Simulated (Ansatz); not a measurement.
KCl (rock salt) is sheared across one {100} plane: the third cell vector gains the shift, so faults repeat every 9.6 Å. The cut lies between planes 3.19 Å apart; the cell height is held.

```
KCl
1.0
    4.51217     0.00000     0.00000
    0.00000     4.51217     0.00000
    2.25608     2.25608     9.57175
Cl K
3 3
Cartesian
  1.88007   1.88007   7.97646
  1.88007   1.88007   1.59529
  4.13615   4.13615   4.78588
  4.13615   4.13615   1.59529
  1.88007   1.88007   4.78588
  4.13615   4.13615   7.97646
```

In-plane vectors a = (4.512, 0.000) Å, b = (0.000, 4.512) Å, area 20.36 Å². The shift is s times the vector a + b (length 6.381 Å), so s = 1 restores the start. Atoms relax along the normal only. γ = [E(shift) − E(0)] / area.

These are PBE (plane waves to 420 eV, PAW, scalar-relativistic; Ansatz, a program for electronic structure) values and carry that method's errors. k mesh 6×6×6 (Γ-centred), Fermi-Dirac smearing 0.05 eV. E is the zero-smearing estimate. Faults lie only 9.6 Å apart, and holding the cell height raises γ above its relaxed value. KCl was relaxed with its symmetry unable to fall. γ is measured from zero shift.

| s | γ (mJ/m²) |
|---|---|
| 0.000 | 0 |
| 0.083 | 29 |
| 0.167 | 119 |
| 0.250 | 252 |
| 0.333 | withheld |
| 0.417 | 457 |
| 0.500 | 485 |
| 0.583 | 457 |
| 0.667 | withheld |
| 0.750 | 252 |
| 0.833 | 119 |
| 0.917 | 29 |

Q: Fit a Fourier form (three harmonics of 1 − cos and sin) to the given rows and predict γ at s = 0.333.

A: Least squares on the 10 given rows: γ = (247.4)·[1 − cos(2πs)] + (4.9)·[1 − cos(4πs)] + (-5.8)·[1 − cos(6πs)], in mJ/m²; root-mean-square residual 1.0 mJ/m². At 0.333 the fit gives 378 mJ/m²; the calculation gives 375 mJ/m², so the interpolation is off by 3 (+0.8 %). 

(The slope of γ gives the shear force per area between the displaced halves; near zero shift its curvature is an elastic stiffness.)
